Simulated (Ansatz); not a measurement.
SiC (6H type, space group P6_3mc)

```cif
data_C6Si6
_chemical_formula_sum 'Si6 C6'
_space_group_name_H-M_alt 'P63mc'
_space_group_IT_number 186
_space_group_name_Hall 'P 6c -2c'
_cell_length_a 3.07849
_cell_length_b 3.07849
_cell_length_c 15.10677
_cell_angle_alpha 90.000
_cell_angle_beta 90.000
_cell_angle_gamma 120.000
loop_
_atom_site_label
_atom_site_type_symbol
_atom_site_symmetry_multiplicity
_atom_site_Wyckoff_symbol
_atom_site_fract_x
_atom_site_fract_y
_atom_site_fract_z
_atom_site_occupancy
Si1 Si 2 a 0.00000 0.00000 0.49982 1
Si2 Si 2 b 0.33333 0.66667 0.33309 1
Si3 Si 2 b 0.66667 0.33333 0.16660 1
C1 C 2 a 0.00000 0.00000 0.37447 1
C2 C 2 b 0.33333 0.66667 0.20810 1
C3 C 2 b 0.66667 0.33333 0.04163 1
```

E(V) scan at fixed shape, V₀ the volume above. The atoms relax within the cell's symmetry.

Computed with r2SCAN (plane waves to 500 eV, PAW, scalar-relativistic; Ansatz, an electronic-structure program). k mesh 10×10×2 (Γ-centred), Fermi-Dirac smearing 0.05 eV. The energy includes the smearing's −TS. Compression counts positive. SiC was relaxed with its symmetry unable to fall. The zero of ΔE is the relaxed starting cell.

**Question.** Predict the ΔE (eV/atom) and P (GPa) at V/V₀ = 0.840, 0.867, 0.920, 0.973, 1.027, 1.053, 1.133, 1.160.

**Answer.** 
```tsv
V/V₀	ΔE (eV/atom)	P (GPa)
0.840	0.2481	55.3
0.867	0.1640	42.8
0.920	0.0537	22.3
0.973	0.0055	6.5
1.027	0.0050	-5.7
1.053	0.0192	-10.7
1.133	0.1061	-22.2
1.160	0.1469	-25.2
```

(Under strain, the slope of the energy per volume gives the stress and its curvature an elastic modulus.)
